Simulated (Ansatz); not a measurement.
Computed with Ansatz, DFT PBE, scalar-relativistic, plane waves, PAW. Settings: cutoff 420 eV, Γ-centred meshes spaced at most about 0.3 Å⁻¹, and about 0.25 Å⁻¹ or finer for metals (2π included), Gaussian smearing. No spin polarisation in the final relaxations.

Temperature and zero-point effects are left out. All come from trial cells, and lower structures may exist.

Question: Order these relaxed structures of In₅Sb by energy, lowest first, with the energy over the lowest of them.
A.

```
In Sb
1.0
     6.09610    0.00000    0.00000
    -3.04805    5.27938    0.00000
     0.00000    0.00000    5.61957
In Sb
5 1
Direct
  0.33333 0.66667 0.00000
  0.66667 0.33333 0.00000
  0.50000 0.00000 0.50000
  0.50000 0.50000 0.50000
  0.00000 0.50000 0.50000
  0.00000 0.00000 0.00000
```

B.

```
In Sb
1.0
     0.00000    4.43679    4.43679
     4.43679    0.00000    4.43679
     4.43679    4.43679    0.00000
In Sb
5 1
Direct
  0.50000 0.50000 0.50000
  0.37431 0.87523 0.87523
  0.87523 0.37431 0.87523
  0.87523 0.87523 0.37431
  0.87523 0.87523 0.87523
  0.25000 0.25000 0.25000
```

C.

```
In Sb
1.0
     5.89037    0.00000    0.00000
    -2.94519    5.10121    0.00000
     0.00000    0.00000    5.55678
In Sb
5 1
Direct
  0.00000 0.66857 0.50000
  0.66857 0.00000 0.50000
  0.33143 0.33143 0.50000
  0.66667 0.33333 0.00000
  0.33333 0.66667 0.00000
  0.00000 0.00000 0.00000
```

Answer: C (0 meV/atom), B (121 meV/atom), A (171 meV/atom). Forms: C In and Sb ordered on hcp sites, P-62m; B F-43m; A CaCu5 type, P6/mmm. Counting In atoms around Sb (those within 1.25 times the shortest such distance or 1.15 times the sum of covalent radii; a plus sign parts nearer from farther groups; the shortest distance is added where it is long for a bond): C has Sb 12 from 3.4 Å; B has Sb 16 from 3.7 Å; A has Sb 6+12 from 3.5 Å.

Spin–orbit coupling, which can matter for Sb, is left out. Cells relaxed within their symmetry can be saddle points. Some structure types and database cells were kept out of the candidates from the start, so a known form may be missing.
